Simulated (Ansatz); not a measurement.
Geometry optimisation in Ansatz: input, command and trajectory.

```yaml
crystal:
  lattice:
    - [4.5365899537, 0.0, 0.0]
    - [0.0, 4.5365899537, 0.0]
    - [0.0, 0.0, 4.5133446567]
  atoms:
    - { symbol: Si, position: [0.5, 0.0, 0.25] }
    - { symbol: Si, position: [0.0, 0.5, 0.25] }
    - { symbol: Si, position: [0.5, 0.0, 0.75] }
    - { symbol: Si, position: [0.0, 0.5, 0.75] }
    - { symbol: C, position: [0.5, 0.5, 0.246584373] }
    - { symbol: C, position: [0.5, 0.5, 0.753415627] }
basis:
  ecutwfc: 420
kpoints:
  mp_grid: { grid: [4, 4, 4] }
hamiltonian:
  xc: pbe
scf:
  occupations: { method: gaussian, width: 0.1 }
  lower_state_search: "off"
output:
  forces: true
  stress: true
  eigenvalues: true
relax:
  adjacent_minimum: "off"
  f_tol: 0.04
  max_steps: 70
  cell: { stress_tol: 0.4 }
```

```bash
ansatz run input.yaml --threads 1 --pin off --max-ram 2560MiB --backend cpu --events-out ev --progress --plain --runs-dir out
```

These are results of Ansatz 0.2.0, DFT PBE, scalar-relativistic, plane waves, PAW, not measurements.

Of 11 frames 10 are shown, positions in Å and forces in eV/Å; the SCF threshold varies from step to step. Steps run on the plane waves of an earlier cell, with a Pulay correction in the pressure. The basis is chosen afresh for the last frame, the zero of the energies, and at times for earlier ones too; energy and pressure step there, also at an unchanged geometry.

```xyz
6
Lattice="4.5366 0.0000 0.0000 0.0000 4.5366 0.0000 0.0000 0.0000 4.5133" Properties=species:S:1:pos:R:3:forces:R:3 pbc="T T T" step=1 free_energy_over_end_meV_per_atom=666.80 pressure_GPa=-12.27
Si    2.2683    0.0000    1.1283    0.0000    0.0000    0.0091
Si    0.0000    2.2683    1.1283    0.0000    0.0000    0.0091
Si    2.2683    0.0000    3.3850    0.0000    0.0000   -0.0091
Si    0.0000    2.2683    3.3850    0.0000    0.0000   -0.0091
C     2.2683    2.2683    1.1129    0.0000    0.0000   -0.1824
C     2.2683    2.2683    3.4004    0.0000    0.0000    0.1824
6
Lattice="4.3154 0.0000 0.0000 0.0000 4.3154 0.0000 0.0000 0.0000 4.5295" Properties=species:S:1:pos:R:3:forces:R:3 pbc="T T T" step=2 free_energy_over_end_meV_per_atom=484.63 pressure_GPa=-9.02
Si    2.1577    0.0000    1.1324    0.0000    0.0000    0.0369
Si    0.0000    2.1577    1.1324    0.0000    0.0000    0.0369
Si    2.1577    0.0000    3.3971    0.0000    0.0000   -0.0369
Si    0.0000    2.1577    3.3971    0.0000    0.0000   -0.0369
C     2.1577    2.1577    1.1052    0.0000    0.0000   -2.0726
C     2.1577    2.1577    3.4243    0.0000    0.0000    2.0726
6
Lattice="4.0929 0.0000 0.0000 0.0000 4.0929 0.0000 0.0000 0.0000 4.5568" Properties=species:S:1:pos:R:3:forces:R:3 pbc="T T T" step=3 free_energy_over_end_meV_per_atom=334.27 pressure_GPa=-0.56
Si    2.0464    0.0000    1.1382    0.0000    0.0000    0.2360
Si    0.0000    2.0464    1.1382    0.0000    0.0000    0.2360
Si    2.0464    0.0000    3.4186    0.0000    0.0000   -0.2360
Si    0.0000    2.0464    3.4186    0.0000    0.0000   -0.2360
C     2.0464    2.0464    1.0733    0.0000    0.0000   -2.1757
C     2.0464    2.0464    3.4835    0.0000    0.0000    2.1757
6
Lattice="3.9309 0.0000 0.0000 0.0000 3.9309 0.0000 0.0000 0.0000 4.6044" Properties=species:S:1:pos:R:3:forces:R:3 pbc="T T T" step=4 free_energy_over_end_meV_per_atom=237.50 pressure_GPa=8.89
Si    1.9655    0.0000    1.1491    0.0000    0.0000    0.8141
Si    0.0000    1.9655    1.1491    0.0000    0.0000    0.8141
Si    1.9655    0.0000    3.4553    0.0000    0.0000   -0.8141
Si    0.0000    1.9655    3.4553    0.0000    0.0000   -0.8141
C     1.9655    1.9655    0.9765    0.0000    0.0000   -3.4424
C     1.9655    1.9655    3.6280    0.0000    0.0000    3.4424
6
Lattice="3.8443 0.0000 0.0000 0.0000 3.8443 0.0000 0.0000 0.0000 4.6598" Properties=species:S:1:pos:R:3:forces:R:3 pbc="T T T" step=5 free_energy_over_end_meV_per_atom=71.61 pressure_GPa=15.38
Si    1.9221    0.0000    1.1621    0.0000    0.0000    1.2282
Si    0.0000    1.9221    1.1621    0.0000    0.0000    1.2282
Si    1.9221    0.0000    3.4977    0.0000    0.0000   -1.2282
Si    0.0000    1.9221    3.4977    0.0000    0.0000   -1.2282
C     1.9221    1.9221    0.7871    0.0000    0.0000   -1.4898
C     1.9221    1.9221    3.8727    0.0000    0.0000    1.4898
6
Lattice="3.9287 0.0000 0.0000 0.0000 3.9287 0.0000 0.0000 0.0000 4.7704" Properties=species:S:1:pos:R:3:forces:R:3 pbc="T T T" step=7 free_energy_over_end_meV_per_atom=12.52 pressure_GPa=2.41
Si    1.9644    0.0000    1.2150    0.0000    0.0000    0.1957
Si    0.0000    1.9644    1.2150    0.0000    0.0000    0.1957
Si    1.9644    0.0000    3.5554    0.0000    0.0000   -0.1957
Si    0.0000    1.9644    3.5554    0.0000    0.0000   -0.1957
C     1.9644    1.9644    0.7924    0.0000    0.0000   -1.4153
C     1.9644    1.9644    3.9780    0.0000    0.0000    1.4153
6
Lattice="3.9315 0.0000 0.0000 0.0000 3.9315 0.0000 0.0000 0.0000 4.8832" Properties=species:S:1:pos:R:3:forces:R:3 pbc="T T T" step=8 free_energy_over_end_meV_per_atom=5.26 pressure_GPa=-0.56
Si    1.9657    0.0000    1.2575    0.0000    0.0000   -0.1987
Si    0.0000    1.9657    1.2575    0.0000    0.0000   -0.1987
Si    1.9657    0.0000    3.6257    0.0000    0.0000    0.1987
Si    0.0000    1.9657    3.6257    0.0000    0.0000    0.1987
C     1.9657    1.9657    0.7730    0.0000    0.0000   -0.7573
C     1.9657    1.9657    4.1102    0.0000    0.0000    0.7573
6
Lattice="3.9596 0.0000 0.0000 0.0000 3.9596 0.0000 0.0000 0.0000 4.8243" Properties=species:S:1:pos:R:3:forces:R:3 pbc="T T T" step=9 free_energy_over_end_meV_per_atom=0.20 pressure_GPa=-0.65
Si    1.9798    0.0000    1.2329    0.0000    0.0000    0.0710
Si    0.0000    1.9798    1.2329    0.0000    0.0000    0.0710
Si    1.9798    0.0000    3.5914    0.0000    0.0000   -0.0710
Si    0.0000    1.9798    3.5914    0.0000    0.0000   -0.0710
C     1.9798    1.9798    0.7552    0.0000    0.0000    0.0960
C     1.9798    1.9798    4.0691    0.0000    0.0000   -0.0960
6
Lattice="3.9495 0.0000 0.0000 0.0000 3.9495 0.0000 0.0000 0.0000 4.8281" Properties=species:S:1:pos:R:3:forces:R:3 pbc="T T T" step=10 free_energy_over_end_meV_per_atom=-0.21 pressure_GPa=-0.14
Si    1.9748    0.0000    1.2358    0.0000    0.0000    0.0119
Si    0.0000    1.9748    1.2358    0.0000    0.0000    0.0119
Si    1.9748    0.0000    3.5923    0.0000    0.0000   -0.0119
Si    0.0000    1.9748    3.5923    0.0000    0.0000   -0.0119
C     1.9748    1.9748    0.7568    0.0000    0.0000   -0.0112
C     1.9748    1.9748    4.0714    0.0000    0.0000    0.0112
6
Lattice="3.9495 0.0000 0.0000 0.0000 3.9495 0.0000 0.0000 0.0000 4.8281" Properties=species:S:1:pos:R:3:forces:R:3 pbc="T T T" step=11 free_energy_over_end_meV_per_atom=0.00 pressure_GPa=-0.18
Si    1.9748    0.0000    1.2358    0.0000    0.0000    0.0126
Si    0.0000    1.9748    1.2358    0.0000    0.0000    0.0126
Si    1.9748    0.0000    3.5923    0.0000    0.0000   -0.0126
Si    0.0000    1.9748    3.5923    0.0000    0.0000   -0.0126
C     1.9748    1.9748    0.7568    0.0000    0.0000    0.0021
C     1.9748    1.9748    4.0714    0.0000    0.0000   -0.0021
```

The start is a random arrangement. At the end the space group is P4/mmm (tolerance 0.05 Å).

It took 23 s on 1 thread of Intel(R) Xeon(R) 6975P-C (Granite Rapids), with other jobs on the host, peak memory 0.37 GiB.

The k mesh is coarse.